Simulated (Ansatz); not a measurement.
# Relaxing Mg

Theory: Ansatz, DFT r2SCAN, scalar-relativistic, plane waves, PAW. Run with 500 eV cutoff, 18×18×6 k-mesh, Gaussian smearing of 0.10 eV, no spin polarisation.

What was changed: biaxial strain in the a-b plane, c and atoms relaxed: +1.5 %.

Command:

```bash
ansatz run input.yaml --threads 1 --pin off --max-ram 2560MiB --backend cpu --events-out ev --progress --plain --runs-dir out
```

Input:

```yaml
crystal:
  lattice:
    - [3.2382368192, 0.0, 0.0]
    - [-1.6191184096, 2.8043953489, 0.0]
    - [0.0, 0.0, 10.1733821777]
  atoms:
    - { symbol: Mg, position: [0.0, 0.0, 0.0] }
    - { symbol: Mg, position: [0.3333333333, 0.6666666667, 0.25] }
    - { symbol: Mg, position: [0.0, 0.0, 0.5] }
    - { symbol: Mg, position: [0.6666666667, 0.3333333333, 0.75] }
basis:
  ecutwfc: 500
kpoints:
  mp_grid: { grid: [18, 18, 6] }
hamiltonian:
  xc: r2scan
scf:
  occupations: { method: gaussian, width: 0.1 }
output:
  forces: true
  stress: true
  eigenvalues: true
relax:
  adjacent_minimum: "off"
  f_tol: 0.008
  max_steps: 40
  cell: { stress_tol: 0.015, fix: [a, b, gamma] }
```

F is the free energy. Steps run on the plane waves of an earlier cell, but the last one, and at times one on the way, on a freshly chosen basis, so a repeated geometry can differ a little in energy. The held parts of the cell keep their stress, so P needn't end at zero.

Steps:

| step | F − F(1) (eV) | largest force component (eV/Å) | V (Å³/atom) | P (GPa) |
| --- | --- | --- | --- | --- |
| 1 | 0.0000 | 0.000 | 23.097 | -0.72 |
| 2 | -0.0009 | 0.000 | 23.222 | -0.92 |
| 3 | -0.0009 | 0.000 | 23.250 | -0.97 |
| 4 | -0.0010 | 0.000 | 23.250 | -0.97 |

Relaxed structure:

```xyz
4
Lattice="3.2382 0.0000 0.0000 -1.6191 2.8044 0.0000 0.0000 0.0000 10.2410" Properties=species:S:1:pos:R:3 pbc="T T T"
Mg    0.0000    0.0000    0.0000
Mg    0.0000    1.8696    2.5603
Mg    0.0000    0.0000    5.1205
Mg    1.6191    0.9348    7.6808
```

The structure is hexagonal, space group P6_3/mmc (No. 194). Conventional cell: a = 3.238 Å, b = 3.238 Å, c = 10.241 Å, α = 90.00°, β = 90.00°, γ = 120.00°. Mg (site symmetry -3m) has 12 Mg at 3.17 to 3.24 Å as nearest neighbours. Around Mg (site symmetry -6m2) lie 12 Mg at 3.17 to 3.24 Å.

The run converged. It took 2.3 min on 1 thread of Arm Neoverse V1, with other jobs on the host, peak memory 0.74 GiB.